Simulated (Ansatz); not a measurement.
**4 guesses for Ti4Bi2Te and where they end**

The calculation used DFT PBE, scalar-relativistic, plane waves, PAW in Ansatz 0.2.0. All cells share a 420 eV cutoff and Γ-centred k meshes spaced about 0.3 Å⁻¹ or finer (0.25 for metals, 2π included). Collinear spin in cells that started with moments and kept them past the coarse steps, no spin elsewhere.

Each guess was relaxed in cell and atoms at zero pressure, within the symmetry of its start. All energies are static (0 K, no zero-point motion). Coordination counts Bi or Ti atoms around Te (for each partner element, those within 1.25 times its shortest distance or 1.15 times the sum of covalent radii, where it is the nearest in units of that sum or under 1.3; a plus sign parts groups by distance over the sum of covalent radii).

```json
{"guess": "1", "made from": "random cell", "start group": "P-3m1", "V start (Å³/atom)": "25.0", "end group": "P6/mmm", "V end (Å³/atom)": "21.0", "coordination at the end": "Te 8", "gap on mesh (eV)": "0", "largest moment (μB)": "-", "E over the lowest end (meV/atom)": "113"}
{"guess": "2", "made from": "Pr2CdSb4 type", "start group": "P-4m2", "V start (Å³/atom)": "22.6", "end group": "P-4m2", "V end (Å³/atom)": "22.5", "coordination at the end": "Te 4+4", "gap on mesh (eV)": "0", "largest moment (μB)": "0.6", "E over the lowest end (meV/atom)": "47"}
{"guess": "3", "made from": "a cell proposed by chemical analogy", "start group": "I-42d", "V start (Å³/atom)": "20.9", "end group": "I-42d", "V end (Å³/atom)": "21.0", "coordination at the end": "Te 8", "gap on mesh (eV)": "0", "largest moment (μB)": "-", "E over the lowest end (meV/atom)": "0"}
{"guess": "4", "made from": "a cell proposed by chemical analogy", "start group": "I4/mcm", "V start (Å³/atom)": "20.9", "end group": "?", "V end (Å³/atom)": "?", "coordination at the end": "?", "gap on mesh (eV)": "?", "largest moment (μB)": "?", "E over the lowest end (meV/atom)": "?"}
```

Guess 4 as it starts:

```cif
data_structure
_symmetry_space_group_name_H-M 'P 1'
_symmetry_Int_Tables_number 1
_cell_length_a 7.9858
_cell_length_b 7.9858
_cell_length_c 7.9858
_cell_angle_alpha 95.875
_cell_angle_beta 95.875
_cell_angle_gamma 142.681
_cell_volume 292.52
loop_
_atom_site_label
_atom_site_type_symbol
_atom_site_fract_x
_atom_site_fract_y
_atom_site_fract_z
_atom_site_occupancy
Ti1 Ti 0.08500 0.20500 0.29000 1
Ti2 Ti 0.70500 0.58500 0.29000 1
Ti3 Ti 0.79500 0.08500 0.88000 1
Ti4 Ti 0.58500 0.29500 0.88000 1
Ti5 Ti 0.41500 0.70500 0.12000 1
Ti6 Ti 0.20500 0.91500 0.12000 1
Ti7 Ti 0.91500 0.79500 0.71000 1
Ti8 Ti 0.29500 0.41500 0.71000 1
Bi1 Bi 0.14000 0.64000 0.78000 1
Bi2 Bi 0.64000 0.86000 0.50000 1
Bi3 Bi 0.36000 0.14000 0.50000 1
Bi4 Bi 0.86000 0.36000 0.22000 1
Te1 Te 0.25000 0.25000 0.00000 1
Te2 Te 0.75000 0.75000 0.00000 1
```

Question: Predict the end of this guess and its energy over the lowest end.

Answer: It ends in space group I4/mcm (No. 140), with a = 10.503 Å, c = 5.464 Å, 21.5 Å³/atom and no gap; its coordination is Te 8, without spin. It lies 120 meV/atom over the lowest end, within the noise of guess 1 and so the highest of the set. Counting Bi or Ti atoms around Te, this end and the lowest (guess 3) both have Te 8. This end holds Te–Te chains (shortest 2.73 Å); in the lowest (guess 3) the shortest Te–Te distance is 4.68 Å.

Space group I4/mcm (No. 140). a = 10.503 Å, b = 10.503 Å, c = 5.464 Å, α = 90.00°, β = 90.00°, γ = 90.00°
```
atom  site  symmetry       x       y       z
  Ti   16k       m.. 0.7106  0.5913  0.0000
  Bi    8h      m.2m  0.1365  0.6365  0.0000
  Te    4a       422  0.0000  0.0000  0.7500
```

The zero of energy is the elements' standard structures at the same level; no fitted shifts are applied.

Question: Is the lowest end bound against the elements?

Answer: Yes: its formation energy is −0.23 eV/atom. A negative formation energy is needed for stability but isn't enough: competing phases decide.

For metals, differences of a few meV/atom aren't resolved. Spin–orbit coupling, which can matter for Bi and Te, is left out. The reference form of Te is held partly by dispersion forces, which this level lacks. The magnetic state reached may not be the lowest. Cells relaxed within their symmetry can be saddle points. A lower structure may well exist outside this small set. Some candidate types were left out of the draw beforehand, so a known form may be missing.
